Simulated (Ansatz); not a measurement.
# Rb2NaFeF6: input and output

input.yaml (Ansatz 0.2.0)

```yaml
crystal:
  lattice:
    - [0.0, 4.217445, 4.217445]
    - [4.217445, 0.0, 4.217445]
    - [4.217445, 4.217445, 0.0]
  atoms:
    - { symbol: Fe, position: [0.0, 0.0, 0.0] }
    - { symbol: F, position: [0.7716, 0.2284, 0.2284] }
    - { symbol: F, position: [0.2284, 0.7716, 0.2284] }
    - { symbol: F, position: [0.2284, 0.7716, 0.7716] }
    - { symbol: F, position: [0.7716, 0.2284, 0.7716] }
    - { symbol: F, position: [0.2284, 0.2284, 0.7716] }
    - { symbol: F, position: [0.7716, 0.7716, 0.2284] }
    - { symbol: Rb, position: [0.25, 0.25, 0.25] }
    - { symbol: Rb, position: [0.75, 0.75, 0.75] }
    - { symbol: Na, position: [0.5, 0.5, 0.5] }
  symmetry: { tolerance: 0.0003 }
kpoints:
  mp_grid: { grid: [7, 7, 7], shift: [0, 0, 0] }
  band_path:
    path:
      - [0.0, 0.0, 0.0]
      - [0.5, 0.0, 0.5]
      - [0.625, 0.25, 0.625]
      - [0.375, 0.375, 0.75]
      - [0.0, 0.0, 0.0]
      - [0.5, 0.5, 0.5]
      - [0.5, 0.25, 0.75]
      - [0.5, 0.0, 0.5]
    npoints: 8
magnetization:
  spin_polarized: false
scf:
  occupations: { method: fermi_dirac, width: 0.0779 }
  lower_state_search: "off"
  max_iter: 200
hamiltonian:
  pseudopotentials: { kind: paw }
  xc: pbesol
basis:
  ecutwfc: 420
  fft_grid_basis: typed
output:
  forces: true
  stress: true
  eigenvalues: true
  bader: true
  populations: true
  elf: true
  write_potential: true
  volumetric_format: npy
  dos:
    e_range: [-12, 8]
    de: 0.05
    projected: { site_lists: { F: [F], Fe: [Fe], Na: [Na], Rb: [Rb] } }
checkpoint:
  read: saved_state
```

The saved state is an earlier solution for the same cell, perhaps on another mesh. 

Parts of the output:

```
Pseudopotentials: kind: paw
Pseudopotential: Fe, paw, valence charge 16, recommended cutoff 420 eV (normal), Fe.paw.azcp
Pseudopotential: F, paw, valence charge 7, recommended cutoff 420 eV (normal), F.paw.azcp
Pseudopotential: Rb, paw, valence charge 9, recommended cutoff 420 eV (normal), Rb.paw.azcp
Pseudopotential: Na, paw, valence charge 9, recommended cutoff 420 eV (normal), Na.paw.azcp
Functional definition: PBEsol
  exchange = pbesol_x
  correlation = pbesol_c
Crystal: 10 atoms, lattice volume = 150.030 Å³
Basis set: ecut = 420 eV, 2891 PW (Γ), exchange–correlation on 80×80×80 points (8 copies of the dense FFT grid, shifted against one another)
Bands: 53, of which v1, the nominal top of the filled ones, is band 43 counted from 1 (42 counted from 0)
Symmetry: 48 space group operations
Space group: Fm-3m (ITA 225), of the structure as read, at distance tolerance 1.6e-3 Å
k-points: 20 of 343
Initial density: read from a saved state, or passed on in memory by an earlier SCF of this step, an earlier step, the calling program or the single point that the run made first
Functional: x = pbesol(κ = 0.804, μ = 0.1235), c = pbesol(β = 0.046)
SCF iter   1: F=—  Δρ=7.79e-4  dr2=7.30e-4
SCF iter   2: F=—  Δρ=6.20e-4  dr2=3.97e-4
SCF iter   3: F=—  Δρ=3.20e-4  dr2=1.78e-4
SCF iter   4: F=—  Δρ=2.93e-4  dr2=1.30e-4
SCF iter   5: F=—  Δρ=9.47e-5  dr2=1.17e-5
SCF iter   6: F=—  Δρ=1.84e-5  dr2=2.56e-7
SCF iter   7: F=-17169.5147 eV  Δρ=3.40e-6  dr2=5.74e-9
Free energy (F): -17169.5147 eV
Harris-Foulkes:  -17169.5147 eV  (|F-HF|=3.46e-8)
Internal energy: -17169.3086 eV  (E = F + TS)
E sigma→0 (E₀):  -17169.4116 eV
Entropy (-TS):   -0.2060 eV (-20.604 meV/atom)
Fermi energy:    5.1807 eV
--- Per-component energies (eV) ---
  E_band       = -918.4090
  E_kinetic    = 2084.6061
  E_local      = -9608.7522  (includes V_loc(G=0)·N_el)
  E_nonlocal   = 1129.1208
  E_hartree    = 3678.2889
  E_xc         = -884.6708
  E_vxc        = -1080.5258  (∫ρ·V_xc dr)
  E_paw        = -7884.1478  (= ΣΔE_a)
  E_vpaw       = -799.4503  (= ΣTr[D̂ρ^β])
  E_aug_tail   = 0.0129  (compensation charges beyond the density's cutoff)
  E_ewald      = -5684.5024
  E_core_change = 0.7359  (= ΣΔE_core)
  E_smearing   = -0.2060  (= −TS)
--- Forces (eV/Å), atoms counted from 1 ---
  atom   1  Fe     0.0000     0.0000     0.0000
  atom   2  F     -0.8813     0.0000     0.0000
  atom   3  F      0.0000    -0.8813     0.0000
  atom   4  F      0.8813     0.0000     0.0000
  atom   5  F      0.0000     0.8813     0.0000
  atom   6  F      0.0000     0.0000    -0.8813
  atom   7  F      0.0000     0.0000     0.8813
  atom   8  Rb     0.0000     0.0000     0.0000
  atom   9  Rb     0.0000     0.0000     0.0000
  atom  10  Na     0.0000     0.0000     0.0000
--- Stress (GPa, compression-positive) ---
       -4.3505       0.0000       0.0000
        0.0000      -4.3505       0.0000
        0.0000       0.0000      -4.3505
  P = ⅓ Tr σ = -4.3505 GPa (-43.505 kbar)
--- Löwdin populations: 10 sites ---
  site symbol       q [e]
     0     Fe     14.7373
     1      F      7.5803
     2      F      7.5803
     3      F      7.5803
     4      F      7.5803
     5      F      7.5803
     6      F      7.5803
     7     Rb      8.1425
     8     Rb      8.1425
     9     Na      8.2200
  spilling = 0.0032 (of n_electrons = 85.0000)
--- Bader charges: 10 sites ---
  site symbol  charge [e]  shift [e]
     0     Fe      1.6508     0.0041
     1      F     -0.7219     0.0006
     2      F     -0.7219     0.0006
     3      F     -0.7219     0.0006
     4      F     -0.7219     0.0006
     5      F     -0.7219     0.0006
     6      F     -0.7219     0.0006
     7     Rb      0.8908     0.0000
     8     Rb      0.8908     0.0000
     9     Na      0.8992     0.0006
```

Origin: a database entry at a rescaled volume. Caveats: no spin polarisation, so a magnetic state may lie lower.
